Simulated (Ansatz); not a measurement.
**Zone-centre phonons of TaRh$_{3}$ at 3 GPa: input and output**

Computed with DFT LDA, scalar-relativistic, plane waves, PAW in Ansatz 0.2.0.

Launched with:
```bash
ansatz run input.yaml --threads 1 --pin off --max-ram 3072MiB --backend cpu --events-out ev --progress --plain --runs-dir out
```

Input (bare energies are in eV):
```yaml
crystal:
  lattice:
    - [3.8092263771, 0.0, 0.0]
    - [0.0, 3.8092263771, 0.0]
    - [0.0, 0.0, 3.8092263771]
  atoms:
    - { symbol: Ta, position: [0.0, 0.0, 0.0] }
    - { symbol: Rh, position: [0.0, 0.5, 0.5] }
    - { symbol: Rh, position: [0.5, 0.0, 0.5] }
    - { symbol: Rh, position: [0.5, 0.5, 0.0] }
basis:
  ecutwfc: 420
kpoints:
  mp_grid: { grid: [12, 12, 12] }
hamiltonian:
  xc: lda
scf:
  occupations: { method: fermi_dirac, width: 0.15 }
output:
  eigenvalues: true
phonons:
  method: dfpt
  eigenvectors: true
```

Results section of the output:
```
--- Phonons (Γ-DFPT): 3 representative perturbations + reference, on 343 of 1728 k-points (Σ response iterations 10) ---
  k mesh reduced under 8 symmetry operations, with k and −k counted as one. Each operation leaves every solved displacement unchanged or reverses it
  ASR residual: 9.447e-4 → 0.000e0 eV/Å²; symmetrization residual: 1.149e-5 eV/Å²
  ASR residual per site (eV/Å²): 9.45e-4 6.44e-4 6.44e-4 6.44e-4
  Γ frequencies (cm⁻¹): 0.00 0.00 0.00 136.40 136.40 136.40 187.52 187.52 187.52 237.44 237.44 237.44
  non-analytic LO–TO correction: not included (Born effective charges unavailable; polar crystals: no LO–TO splitting at Γ)
```

It took 5.2 min on 1 thread of Arm Neoverse V1, on a shared host, peak memory 2.1 GiB.

In a metal, frequencies and elastic constants depend on the k mesh and the smearing, soft modes and shear constants most. Spin–orbit coupling is left out, which can shift energies with elements as heavy as these.